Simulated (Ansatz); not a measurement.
Data sheet: Zr3Si2 (DFT)

Zr₃Si₂:
```cif
data_Si4Zr6
_chemical_formula_sum 'Zr6 Si4'
_space_group_name_H-M_alt 'P 1'
_space_group_IT_number 1
_cell_length_a 7.10569
_cell_length_b 7.10569
_cell_length_c 3.70832
_cell_angle_alpha 90.000
_cell_angle_beta 90.000
_cell_angle_gamma 90.000
loop_
_space_group_symop_operation_xyz
  'x, y, z'
loop_
_atom_site_label
_atom_site_type_symbol
_atom_site_fract_x
_atom_site_fract_y
_atom_site_fract_z
_atom_site_occupancy
Zr1 Zr 0.17387 0.67387 0.50000 1
Zr2 Zr 0.82613 0.32613 0.50000 1
Zr3 Zr 0.32613 0.17387 0.50000 1
Zr4 Zr 0.67387 0.82613 0.50000 1
Zr5 Zr 0.00000 0.00000 0.00000 1
Zr6 Zr 0.50000 0.50000 0.00000 1
Si1 Si 0.62189 0.12189 0.00000 1
Si2 Si 0.37811 0.87811 0.00000 1
Si3 Si 0.87811 0.62189 0.00000 1
Si4 Si 0.12189 0.37811 0.00000 1
```

Space group P4/mbm (No. 127); conventional cell a = b = 7.1057 Å, c = 3.7083 Å, α = β = γ = 90.00°.

Method: r²SCAN (plane waves, PAW; program Ansatz). Structure relaxed to zero pressure with the same functional. Other levels are named where they apply.

**Cell and energy**

Volume per atom: 18.72 Å³
Density: 5.85 g/cm³
Formation energy from the elements (no fitted shifts): -0.94 eV/atom

**Electronic structure**

* **Electronic character**: metallic (no gap)
* **Density of states at the Fermi level**: 0.76 states/eV per atom (mean over ±0.08 eV)
* **Gap with spin–orbit coupling**: none (metallic)

**Mechanics**

- Bulk modulus (Birch–Murnaghan fit) = 135 GPa
- Pressure derivative B′ = 3.8

**Charges**

Bader charges: Zr +0.93 to +1.20, Si -1.67 e

The workflow started from a Materials Project entry (that database holds measured and hypothetical structures alike); the Crystallography Open Database copy checked does not list it. Its standing as an ambient phase is unchecked. The r²SCAN relaxation kept the symmetry of its start; whether a distortion lowers the energy is not shown. The run is not spin-polarised. The references are the lowest solids computed at this level, not always the standard phases. Scalar-relativistic: spin–orbit coupling is off unless named, which matters more the heavier the elements.

Potentials: the later of the program's two PAW sets.
